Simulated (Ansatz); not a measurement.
## Cs2Zn2H4Se3O11: do the settings matter for the field gradients?

This input was run with Ansatz:

```yaml
crystal:
  lattice:
    - [7.5093, 0.0, 0.0]
    - [0.2870694326, 9.7875910407, 0.0]
    - [2.9232448732, 2.130456966, 9.2292684633]
  atoms:
    - { symbol: Cs, position: [0.8746748755, 0.2505158539, 0.4575941326] }
    - { symbol: Cs, position: [0.1253251245, 0.7494841461, 0.5424058674] }
    - { symbol: Cs, position: [0.1204301209, 0.7128816707, 0.0154850855] }
    - { symbol: Cs, position: [0.8795698791, 0.2871183293, 0.9845149145] }
    - { symbol: Zn, position: [0.5183696112, 0.8236701497, 0.1284928238] }
    - { symbol: Zn, position: [0.4816303888, 0.1763298503, 0.8715071762] }
    - { symbol: Zn, position: [0.4817694592, 0.1654066736, 0.3524221694] }
    - { symbol: Zn, position: [0.5182305408, 0.8345933264, 0.6475778306] }
    - { symbol: H, position: [0.955596139, 0.4475987894, 0.6520772766] }
    - { symbol: H, position: [0.044403861, 0.5524012106, 0.3479227234] }
    - { symbol: H, position: [0.1480179552, 0.4199934652, 0.5466177078] }
    - { symbol: H, position: [0.8519820448, 0.5800065348, 0.4533822922] }
    - { symbol: H, position: [0.7774431225, 0.5950833896, 0.8134547437] }
    - { symbol: H, position: [0.2225568775, 0.4049166104, 0.1865452563] }
    - { symbol: H, position: [0.699002936, 0.6088746788, 0.974673594] }
    - { symbol: H, position: [0.300997064, 0.3911253212, 0.025326406] }
    - { symbol: Se, position: [0.4777980162, 0.5019900573, 0.3075554084] }
    - { symbol: Se, position: [0.5222019838, 0.4980099427, 0.6924445916] }
    - { symbol: Se, position: [0.7655572534, 0.9018134693, 0.3166282204] }
    - { symbol: Se, position: [0.2344427466, 0.0981865307, 0.6833717796] }
    - { symbol: Se, position: [0.2343624631, 0.0571271181, 0.1922207374] }
    - { symbol: Se, position: [0.7656375369, 0.9428728819, 0.8077792626] }
    - { symbol: O, position: [0.7261412223, 0.0789585899, 0.2972351233] }
    - { symbol: O, position: [0.2738587777, 0.9210414101, 0.7027648767] }
    - { symbol: O, position: [0.5485753523, 0.8788138596, 0.9151337177] }
    - { symbol: O, position: [0.4514246477, 0.1211861404, 0.0848662823] }
    - { symbol: O, position: [0.4398998029, 0.1748764966, 0.5624145589] }
    - { symbol: O, position: [0.5601001971, 0.8251235034, 0.4375854411] }
    - { symbol: O, position: [0.7538941766, 0.8700635297, 0.1555507821] }
    - { symbol: O, position: [0.2461058234, 0.1299364703, 0.8444492179] }
    - { symbol: O, position: [0.2634779858, 0.877870592, 0.2152607127] }
    - { symbol: O, position: [0.7365220142, 0.122129408, 0.7847392873] }
    - { symbol: O, position: [0.2417269405, 0.0878144918, 0.3559404756] }
    - { symbol: O, position: [0.7582730595, 0.9121855082, 0.6440595244] }
    - { symbol: O, position: [0.5088110692, 0.6173869481, 0.1415016244] }
    - { symbol: O, position: [0.4911889308, 0.3826130519, 0.8584983756] }
    - { symbol: O, position: [0.5873527259, 0.3580018159, 0.2533817919] }
    - { symbol: O, position: [0.4126472741, 0.6419981841, 0.7466182081] }
    - { symbol: O, position: [0.2456770227, 0.4528973157, 0.3551224716] }
    - { symbol: O, position: [0.7543229773, 0.5471026843, 0.6448775284] }
    - { symbol: O, position: [0.0793503107, 0.4093306055, 0.6507657968] }
    - { symbol: O, position: [0.9206496893, 0.5906693945, 0.3492342032] }
    - { symbol: O, position: [0.8157944037, 0.6146327106, 0.8944782981] }
    - { symbol: O, position: [0.1842055963, 0.3853672894, 0.1055217019] }
kpoints:
  mp_grid: { grid: [3, 2, 2] }
scf:
  occupations: { method: fermi_dirac, width: 0.02 }
  algorithm: density_mixing
hamiltonian:
  xc: r2scan
  pseudopotentials: { kind: paw }
output:
  forces: true
  stress: true
  populations: true
  efg:
    quadrupole_moments_barn: { Cs: -0.00343, Zn: 0.122, H: 0.00285783, O: -0.02558 }
    contact_densities: true
```

It converged. Of its output the block on the nuclei alone is shown, without the SCF iterations, energies, forces and stress (one atom of each set, the first 14 sets):

```
--- PAW observables at the nuclei: V_zz in 10²¹ V/m², potentials from the cell's mean, atoms counted from 1 ---
  atom   1  Cs V_zz =    +4.536861   η = 0.8127   by run symmetry: allowed   C_q = -0.3763 MHz
            electrostatic potential = -9372.782592 V   contact ρ = 1899489.936593 e/Å³
  atom   3  Cs V_zz =    -4.538691   η = 0.2772   by run symmetry: allowed   C_q = +0.3764 MHz
            electrostatic potential = -9373.021671 V   contact ρ = 1899488.438937 e/Å³
  atom   5  Zn V_zz =    -3.395322   η = 0.7517   by run symmetry: allowed   C_q = -10.0160 MHz
            electrostatic potential = -3941.618767 V   contact ρ = 166432.455714 e/Å³
  atom   7  Zn V_zz =    -3.392991   η = 0.6847   by run symmetry: allowed   C_q = -10.0091 MHz
            electrostatic potential = -3941.566058 V   contact ρ = 166431.599818 e/Å³
  atom   9  H  V_zz =    +3.194191   η = 0.1286   by run symmetry: allowed   C_q = +0.2207 MHz
            electrostatic potential = -38.193955 V   contact ρ = 2.833702 e/Å³
  atom  11  H  V_zz =    +3.081142   η = 0.1250   by run symmetry: allowed   C_q = +0.2129 MHz
            electrostatic potential = -38.216167 V   contact ρ = 2.803380 e/Å³
  atom  13  H  V_zz =    +3.347175   η = 0.1299   by run symmetry: allowed   C_q = +0.2313 MHz
            electrostatic potential = -38.282790 V   contact ρ = 2.837682 e/Å³
  atom  15  H  V_zz =    +3.303377   η = 0.1171   by run symmetry: allowed   C_q = +0.2283 MHz
            electrostatic potential = -38.299099 V   contact ρ = 2.807554 e/Å³
  atom  17  Se V_zz =   -33.787238   η = 0.0309   by run symmetry: allowed
            electrostatic potential = -4704.542817 V   contact ρ = 262673.380076 e/Å³
  atom  19  Se V_zz =   -35.332202   η = 0.0392   by run symmetry: allowed
            electrostatic potential = -4704.476952 V   contact ρ = 262675.366678 e/Å³
  atom  21  Se V_zz =   -34.851787   η = 0.0219   by run symmetry: allowed
            electrostatic potential = -4704.322813 V   contact ρ = 262675.247129 e/Å³
  atom  23  O  V_zz =   +13.811156   η = 0.3282   by run symmetry: allowed   C_q = -8.5425 MHz
            electrostatic potential = -620.155373 V   contact ρ = 2153.939383 e/Å³
  atom  25  O  V_zz =   +14.012413   η = 0.4270   by run symmetry: allowed   C_q = -8.6670 MHz
            electrostatic potential = -619.960642 V   contact ρ = 2154.556886 e/Å³
  atom  27  O  V_zz =   +13.883396   η = 0.4158   by run symmetry: allowed   C_q = -8.5872 MHz
            electrostatic potential = -620.059250 V   contact ρ = 2154.495252 e/Å³
```

Q: Can these gradients be trusted, and how do they compare with a run on standard settings?

A: As results of these settings, within the limits told below. Against the standard input the change is `scf.algorithm`: not typed → density_mixing; `hamiltonian.xc`: pbe → r2scan. A site carries the number of its first atom; V_zz in 10²¹ V/m².

```json
{"site": "Cs1", "V_zz standard": "4.33", "η standard": "0.83", "V_zz here": "4.54", "η here": "0.81"}
{"site": "Cs3", "V_zz standard": "-4.23", "η standard": "0.32", "V_zz here": "-4.54", "η here": "0.28"}
{"site": "Zn5", "V_zz standard": "-3.33", "η standard": "0.75", "V_zz here": "-3.40", "η here": "0.75"}
{"site": "Zn7", "V_zz standard": "-3.30", "η standard": "0.70", "V_zz here": "-3.39", "η here": "0.68"}
{"site": "H11", "V_zz standard": "3.18", "η standard": "0.12", "V_zz here": "3.08", "η here": "0.12"}
{"site": "H13", "V_zz standard": "3.44", "η standard": "0.12", "V_zz here": "3.35", "η here": "0.13"}
{"site": "Se17", "V_zz standard": "-31.9", "η standard": "0.04", "V_zz here": "-33.8", "η here": "0.03"}
{"site": "Se19", "V_zz standard": "-33.4", "η standard": "0.04", "V_zz here": "-35.3", "η here": "0.04"}
{"site": "Se21", "V_zz standard": "-32.9", "η standard": "0.02", "V_zz here": "-34.9", "η here": "0.02"}
{"site": "O31", "V_zz standard": "12.93", "η standard": "0.39", "V_zz here": "13.74", "η here": "0.35"}
{"site": "O33", "V_zz standard": "13.26", "η standard": "0.48", "V_zz here": "14.01", "η here": "0.44"}
{"site": "O43", "V_zz standard": "-13.35", "η standard": "0.84", "V_zz here": "-13.82", "η here": "0.83"}
```

The largest change of V_zz is on Se19, from -33.4 to -35.3. In per cent, |V_zz| changes by +5 to +7 on Cs, +2 to +3 on Zn, -3 on H, +6 on Se, +4 to +6 on O (all sites that start above 0.5). The table leaves out 10 of the 22 sites, with |V_zz| up to 14.39; their tensors move by 0.79 at most along any direction. The statements above cover all sites. The cutoff that the program takes moves with it, from 420 to 500 eV. At these positions, which the reference run relaxed to, the changed run has forces up to 0.7 eV/Å, so its atoms aren't at their own equilibrium.

On the reference run: Without spin–orbit coupling (the program notes it for Cs) the gradients are little affected as a rule: paired runs on crystals with a gap mostly move them by under 2 % at such atoms. The lattice is static: at room temperature water may turn and average the couplings of its hydrogen.
